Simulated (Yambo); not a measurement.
G0W0@PBEsol for Cs2PdBr6 (space group Fm-3m, No. 225) in Yambo (2×2×2 mesh, 6 Ry block, plasmon pole, screening fixed), without a terminator:

```csv
bands N in G,gap Γ → X (eV),shift of the valence edge (eV)
121,2.269,-0.254
207,2.382,-0.621
320,2.402,-0.811
```

Task: Extrapolate both columns to infinite N with E(N) = E∞ + A/N, test the form, and compare with the terminator.

Result: From two points, E∞ = (N2 E2 − N1 E1)/(N2 − N1). The two largest N give 2.44 eV for the gap and -1.16 eV for the shift; the two smallest give 2.54 eV and -1.14 eV. For the gap the slopes A are -33 and -12 eV: the form isn't reached, and its limit is uncertain. For the shift the slopes A are 110 and 110 eV: the 1/N form holds. With the Bruneval-Gonze terminator and 320 bands the run gives 2.35 eV and -0.95 eV, 0.09 eV and 0.21 eV from the extrapolated values: the terminator too is an estimate of the remainder. Block, mesh and the bands in W are held fixed.

Spin-orbit coupling is not included.

Geometry of the Materials Project entry, not relaxed at this level; primitive cell a = 7.606 Å, b = 7.606 Å, c = 7.606 Å, α = 60.00°, β = 60.00°, γ = 60.00°.

The structure is a Materials Project entry; no match was found in the copy of COD used, and its stability was not checked.

A shift is the quasiparticle energy of the state minus its PBEsol energy.
